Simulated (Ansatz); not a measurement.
Hf₃Co₂Si₃:
```
Hf3Co2Si3
1.0
    1.90824    -4.93284     0.00000
    1.90824     4.93284     0.00000
    0.00000     0.00000    12.75517
Hf Co Si
6 4 6
Cartesian
  1.90824  -4.18160  11.26883
  1.90824   4.18160   1.48634
  1.90824   4.18160   4.89124
  1.90824  -4.18160   7.86392
  1.90824  -1.31490   9.56638
  1.90824   1.31490   3.18879
  1.90824  -2.75877   5.35269
  1.90824   2.75877   7.40247
  1.90824   2.75877  11.73028
  1.90824  -2.75877   1.02489
  1.90824  -1.09244  12.21472
  1.90824   1.09244   0.54045
  1.90824   1.09244   5.83713
  1.90824  -1.09244   6.91804
  1.90824   1.64530   9.56638
  1.90824  -1.64530   3.18879
```
The run is spin-polarised; directions of the spins, atom by atom: 0 0 0 0 0 0 ↑ ↑ ↑ ↑ 0 0 0 0 0 0.

Relaxed with r²SCAN. Special points in fractions of this cell's reciprocal vectors: Γ (0.000, 0.000, 0.000); Y (-0.500, 0.500, 0.000); C0 (-0.287, 0.713, 0.000); Σ0 (0.287, 0.287, 0.000); Z (0.000, 0.000, 0.500); A0 (0.287, 0.287, 0.500); E0 (-0.287, 0.713, 0.500); T (-0.500, 0.500, 0.500); S (0.000, 0.500, 0.000); R (0.000, 0.500, 0.500).

Q: List the band energies nearest the Fermi level at these points for the program Ansatz at the r²SCAN level (PAW).

A: In eV from the Fermi level; about four levels below and three above (degenerate sets whole), none deeper than 8.9 eV; points with the same levels are listed once.

```tsv
k	below	above
Γ ↑	-0.59 -0.43 -0.07 -0.06	0.08 1.28 1.58
Y ↑	-0.82 -0.74 -0.63 -0.59	0.25 0.59 0.73
C0 ↑	-0.87 -0.69 -0.58 -0.49	0.17 0.31 0.66
Z ↑	-0.21 -0.21 -0.08 -0.08	1.60 1.60 1.92 1.92
A0 ↑	-0.58 -0.58 -0.39 -0.39	0.79 0.79 1.04 1.04
T ↑	-0.85 -0.85 -0.59 -0.59	0.51 0.51 0.92 0.92
S ↑	-0.97 -0.77 -0.56 -0.49	0.02 0.11 0.77
R ↑	-0.56 -0.56 -0.46 -0.46	0.62 0.62 0.83 0.83
Γ ↓	-0.42 -0.23 -0.22 -0.06	0.08 0.20 0.32
Y ↓	-0.51 -0.40 -0.32 -0.26	0.06 0.48 0.92
C0 ↓	-0.37 -0.34 -0.17 -0.16	0.16 0.89 1.02
Z ↓	-0.23 -0.23 -0.22 -0.22	0.22 0.22 0.22 0.22
A0 ↓	-0.30 -0.30 -0.29 -0.29	0.42 0.42 1.23 1.23
T ↓	-0.25 -0.25 -0.23 -0.23	0.77 0.77 1.09 1.09
S ↓	-0.69 -0.42 -0.27 -0.07	0.05 0.73 1.02
R ↓	-0.58 -0.58 -0.25 -0.25	0.40 0.40 1.12 1.12
```

Space group Cmcm. The workflow started from a Materials Project entry (that database holds measured and hypothetical structures alike); the Crystallography Open Database copy checked does not list it. Its standing as an ambient phase is unchecked. The r²SCAN relaxation kept the symmetry of its start; whether a distortion lowers the energy is not shown. Spin order of the final state: ferromagnetic, chosen from 3 collinear starts compared on coarse meshes (ties went to the first, and starts can fall back to one state), not a proven ground state. Other orbital occupations within this spin state were not tried. Scalar-relativistic: spin–orbit coupling is off unless named, which matters more the heavier the elements.

Potentials: the later of the program's two PAW sets.
